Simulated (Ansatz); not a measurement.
# Profile along the La–Bi line in LaBi (rock salt)

LaBi (rock salt), conventional cell a = 6.6623 Å, b = 6.6623 Å, c = 6.6623 Å, α = 90.00°, β = 90.00°, γ = 90.00°. The calculation uses the primitive cell of 2 atoms, to which meshes and values per cell refer.

Fields along a shortest La–Bi line of a {110} plane (3.33 Å), from La to Bi, interpolated on the slice's grid (step about 0.2 Å). Calculation: r2SCAN (plane waves to 500 eV, PAW, scalar-relativistic; Ansatz, a first-principles code). k mesh 12×12×12. Near the nuclei the fields are pseudised (PAW); where an atom keeps semicore shells as valence, they peak there. LaBi is run without spin polarisation. LaBi was relaxed with its symmetry unable to fall. Spin-orbit coupling is left out, though Bi is heavy.

| distance from La (Å) | valence electron density (e/Å³) | electron localisation function |
|---|---|---|
| 0.00 | 1.34 | x |
| 0.33 | 1.46 | x |
| 0.67 | 1.61 | 0.82 |
| 1.00 | 0.82 | 0.81 |
| 1.33 | 0.27 | 0.32 |
| 1.67 | 0.19 | 0.32 |
| 2.00 | 0.30 | 0.52 |
| 2.33 | 0.73 | 0.44 |
| 2.66 | 3.04 | 0.30 |
| 3.00 | 6.47 | x |
| 3.33 | 8.20 | x |

x: too close to a nucleus for the ELF to mean much.

Density on the La–Bi line (3.33 Å) at its density minimum, 1.6 Å from La: 0.19 e/Å³. ELF at that point: 0.2.
